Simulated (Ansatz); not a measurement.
Data sheet: TiBe2 (DFT)

TiBe2:
```
TiBe2
1.0
    0.00000     3.18996     3.18996
    3.18996     0.00000     3.18996
    3.18996     3.18996     0.00000
Ti Be
2 4
Direct
  0.75000   0.75000   0.75000
  0.50000   0.50000   0.50000
  0.12500   0.62500   0.12500
  0.12500   0.12500   0.12500
  0.62500   0.12500   0.12500
  0.12500   0.12500   0.62500
```
The run is spin-polarised; directions of the spins, atom by atom: ↑ ↑ 0 0 0 0.

Space group Fd-3m (No. 227), cubic Laves (MgCu2 type); conventional cell a = b = c = 6.3799 Å, α = β = γ = 90.00°.

Method: PBEsol (plane waves, PAW; program Ansatz). The cell and atoms are relaxed at this level. Other levels are named where they apply.

**Cell and energy**

```yaml
volume_per_atom: 10.82 Å³
density: 3.37 g/cm³
Formation energy from the elements (no fitted shifts): -0.19 eV/atom
```

**Electronic structure**

```yaml
electronic_character: metallic (no gap)
Density of states at the Fermi level: 0.48 states/eV per atom (mean over ±0.08 eV)
```

**Magnetism**

```yaml
magnetic_order: ferromagnetic
net_moment: 0.36 μB per atom
```

**Mechanics**

```yaml
Bulk modulus (Birch–Murnaghan fit): 129 GPa
Pressure derivative B′: 3.6
Elastic constants (relaxed ions, GPa): C11 = 254, C12 = 65.9, C44 = 114
mechanical_stability: stable (all eigenvalues of C positive)
hill_bulk_and_shear_moduli: 129 and 105 GPa
Young's modulus: 248 GPa
Poisson's ratio: 0.18
debye_temperature_from_the_elastic_constants: 829 K
```

The first step of the workflow began from a Materials Project structure, measured or hypothetical; the Crystallography Open Database copy checked does not list it. Whether it is the stable phase at ambient conditions was not checked. Symmetry was held in the PBEsol relaxation; whether a distortion lowers the energy is not shown. The final state is ferromagnetic, chosen from 4 collinear starts compared on coarse meshes (ties went to the first, and starts can fall back to one state), not a proven ground state. As this level gives no gap, shear constants depend on the k-mesh and smearing (Fermi–Dirac, 0.1 eV here). The references are the lowest solids computed at this level, not always the standard phases.

Potentials: the later of the program's two PAW sets.
